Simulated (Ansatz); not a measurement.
A plane-wave DFT run in Ansatz 0.2.0 (scalar-relativistic PAW potentials unless the input names others): input and command.

```yaml
crystal:
  lattice:
    - [-2.1748475949, 2.1748475949, 4.1732326356]
    - [2.1748475949, -2.1748475949, 4.1732326356]
    - [2.1748475949, 2.1748475949, -4.1732326356]
  atoms:
    - { symbol: Sc, position: [0.75, 0.25, 0.5] }
    - { symbol: Sc, position: [0.0, 0.0, 0.0] }
    - { symbol: Al, position: [0.25, 0.75, 0.5] }
    - { symbol: Al, position: [0.5, 0.5, 0.0] }
    - { symbol: "N", position: [0.4885064509, 0.9885064509, 0.5] }
    - { symbol: "N", position: [0.2614935491, 0.2614935491, 0.0] }
    - { symbol: "N", position: [0.0114935491, 0.5114935491, 0.5] }
    - { symbol: "N", position: [0.7385064509, 0.7385064509, 0.0] }
  symmetry: { detect: false }
basis:
  ecutwfc: 420
kpoints:
  mp_grid: { grid: [10, 10, 10] }
hamiltonian:
  xc: pbesol
scf:
  occupations: { method: gaussian, width: 0.05 }
output:
  forces: true
  eigenvalues: true
  stress: true
```

```bash
ansatz run input.yaml --threads 2 --pin off --max-ram 5120MiB --backend cpu --events-out ev --progress --plain --runs-dir out
```

Abridged log:
```
Basis set: ecut = 420 eV, 1541 PW (Γ), exchange–correlation on 72×72×72 points (8 copies of the dense FFT grid, shifted against one another)
Bands: 32, of which v1, the nominal top of the filled ones, is band 24 counted from 1 (23 counted from 0)
Symmetry: 1 space group operations
k-points: 504 of 1000 (time reversal used)
SCF iter   1: F=—  HF=-6798.478500 eV  |F-HF|=—  |Δ(HF+E_count)|=         —  Δρ=1.14e-2  dr2=9.57e-2  ethr=1.77e-3  ⟨swp⟩=6.3  Hψ=72935  notcnv=0  defer=155
SCF iter   2: F=—  HF=-6798.452015 eV  |F-HF|=—  |Δ(HF+E_count)|=   2.65e-2  Δρ=1.67e-3  dr2=1.14e-3  ethr=1.99e-4  ⟨swp⟩=2.0  Hψ=28916  notcnv=0  defer=1298
SCF iter   3: F=—  HF=-6798.451793 eV  |F-HF|=—  |Δ(HF+E_count)|=   2.22e-4  Δρ=7.41e-4  dr2=1.68e-4  ethr=2.37e-6  ⟨swp⟩=2.1  Hψ=20393  notcnv=0  defer=794
automatic band count: iteration 3 solves 31 bands in place of 32: the levels show a gap, and the empty bands left out lie too high to hold charge; the band table lists the bands solved (type scf.n_extra_bands for more)
SCF iter   4: F=—  HF=-6798.451796 eV  |F-HF|=—  |Δ(HF+E_count)|=   3.52e-6  Δρ=1.14e-4  dr2=3.33e-6  ethr=3.51e-7  ⟨swp⟩=2.6  Hψ=22938  notcnv=0  defer=794
SCF iter   5: F=—  HF=-6798.451730 eV  |F-HF|=—  |Δ(HF+E_count)|=   6.64e-5  Δρ=1.60e-5  dr2=5.97e-8  ethr=6.94e-9  ⟨swp⟩=2.7  Hψ=26115  notcnv=0  defer=794
SCF iter   6: F=-6798.451730 eV  HF=-6798.451730 eV  |F-HF|=7.09e-11  |Δ(HF+E_count)|=   3.69e-8  Δρ=1.30e-6  dr2=5.49e-10  ethr=1.24e-10  ⟨swp⟩=5.9  Hψ=56551  notcnv=0
SCF 1 converged in 6 iterations: F = -6798.451730 eV  dr2 = 5.49e-10
SCF converged after 6 iterations
Free energy (F): -6798.451730 eV
Harris-Foulkes:  -6798.451730 eV  (|F-HF|=7.09e-11)
Internal energy: -6798.451730 eV  (E = F + TS)
E sigma→0 (E₀):  -6798.451730 eV
Fermi energy:    12.418688 eV
--- Forces (eV/Å), atoms counted from 1 ---
  atom   1  Sc    -0.00000192     0.00000263    -0.00000654
  atom   2  Sc    -0.00000800     0.00000107     0.00000696
  atom   3  Al     0.00000086    -0.00000076    -0.00000412
  atom   4  Al     0.00000229    -0.00000042     0.00000399
  atom   5  N     -0.00000338    -0.00000065     0.00000899
  atom   6  N     -0.00000095    -0.00000148    -0.00000939
  atom   7  N      0.00000442     0.00000054    -0.00000197
  atom   8  N      0.00000123     0.00000110     0.00000226
--- Stress (GPa, compression-positive) ---
       -0.002325       0.000000       0.000000
        0.000000      -0.002322       0.000000
        0.000000       0.000000      -0.001907
  P = ⅓ Tr σ = -0.0022 GPa (-0.022 kbar)
```

Apart from outputs and empty bands, the input differs from a reference run on usual settings in crystal.symmetry: not typed → {"detect": false}. The reference, at the same geometry, gave pressure 0.00 GPa, largest force 0.000 eV/Å, gap on the mesh 0.86 eV. This run converged in 6 SCF iterations (reference: 6) with an energy at zero smearing within 0.01 meV/atom of the reference's, pressure 0.00 GPa, largest force 0.000 eV/Å, gap on the mesh 0.86 eV.

Time: 40 s on 2 threads of Intel(R) Xeon(R) Platinum 8488C (Sapphire Rapids) (shared host), peak memory 1.2 GiB.